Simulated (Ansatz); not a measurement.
## Magnetic orders of MnSn3

All numbers below come from DFT r2SCAN, scalar-relativistic, plane waves, PAW in Ansatz.

```yaml
crystal:
  lattice:
    - [4.60277, 0.00000, 0.00000]
    - [0.00000, 4.60277, 0.00000]
    - [0.00000, 0.00000, 4.60277]
  atoms:
    - { symbol: Sn, position: [0.00000, 0.50000, 0.50000] }
    - { symbol: Sn, position: [0.50000, 0.00000, 0.50000] }
    - { symbol: Sn, position: [0.50000, 0.50000, 0.00000] }
    - { symbol: Mn, position: [0.00000, 0.00000, 0.00000] }
```

```
plane-wave cutoff                               : 500 eV
Γ-centred k-mesh                                : 10×10×10
occupation rule                                 : Gaussian smearing, 0.1 eV
list of starting moments (μB, in atom order)    : 0 0 0 4
check for lower electronic states after the SCF : off
```

All runs keep this geometry, which isn't relaxed for the lowest state (largest force there 0.000 eV/Å, pressure -0.5 GPa) and needn't be a stable compound; relaxing each order would shift the differences by some 30 meV/atom, going by the pressures and a bulk modulus of about 150 GPa. A propagation vector, in units of the reciprocal vectors, doubles the cell, which takes an equally dense mesh. r2SCAN tends to overstate moments in metals, so a weak moment here may be absent in the real material. Site moments are spin moments in atom-centred spheres that scale with the neighbour distance. The states are those that the runs reached from these starts; a lower one can exist.

Q: Order the starts by the energy of the state that they reach, lowest first.
A. antiferromagnetic, doubled cell, propagation vector (0, 1/2, 1/2)
B. no spin
C. ferromagnetic

A: C (0.00 meV/atom), A (7.25 meV/atom), B (813 meV/atom).

```csv
start,ends,energy above lowest (meV/atom),site moments (μB),gap on mesh (eV),P (GPa)
no spin,non-magnetic,813,none over 0.05,metal,-7.5
ferromagnetic,ferromagnetic,0.00,Mn +4.54,metal,-0.5
"antiferromagnetic, doubled cell, propagation vector (0, 1/2, 1/2)",antiferromagnetic,7.25,"Mn +4.48, Mn -4.48",metal,-0.7
```

Cost: 3 runs of about 5.7 core-minutes in all, on Intel Xeon Platinum 8259CL (Skylake/Cascade Lake) (shared hosts).